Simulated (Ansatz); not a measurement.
SiO₂:
```cif
data_O4Si2
_chemical_formula_sum 'Si2 O4'
_space_group_name_H-M_alt 'P42/mnm'
_space_group_IT_number 136
_space_group_name_Hall '-P 4n 2n'
_cell_length_a 4.15495
_cell_length_b 4.15495
_cell_length_c 2.66142
_cell_angle_alpha 90.000
_cell_angle_beta 90.000
_cell_angle_gamma 90.000
loop_
_atom_site_label
_atom_site_type_symbol
_atom_site_symmetry_multiplicity
_atom_site_Wyckoff_symbol
_atom_site_fract_x
_atom_site_fract_y
_atom_site_fract_z
_atom_site_occupancy
Si1 Si 2 a 0.00000 0.00000 0.00000 1
O1 O 4 f 0.30559 0.30559 0.00000 1
```

Relaxed with LDA.

Decompose the optical modes at the zone centre into irreducible representations, and say which are infrared and Raman allowed.

Point group 4/mmm: Γ_opt = A1g + A2g + A2u + B1g + 2B1u + B2g + Eg + 3Eu. Infrared: A2u, Eu. Raman: A1g, B1g, B2g, Eg.

Assign frequencies (DFPT, the program Ansatz at the LDA level (PAW); without the LO–TO term).

B1g 218, B1u 383, Eu 465, Eg 583, Eu 585, A2g 589, A2u 657, A1g 753, B1u 757, Eu 822, B2g 946 cm⁻¹.

Subscripts of B labels follow the axes of the standard setting.

Space group P4_2/mnm (rutile). This is a known high-pressure phase of the composition, computed here at zero pressure and temperature. Symmetry was held in the LDA relaxation; phonons on a q-mesh show no instability.

Potentials: the later of the program's two PAW sets.
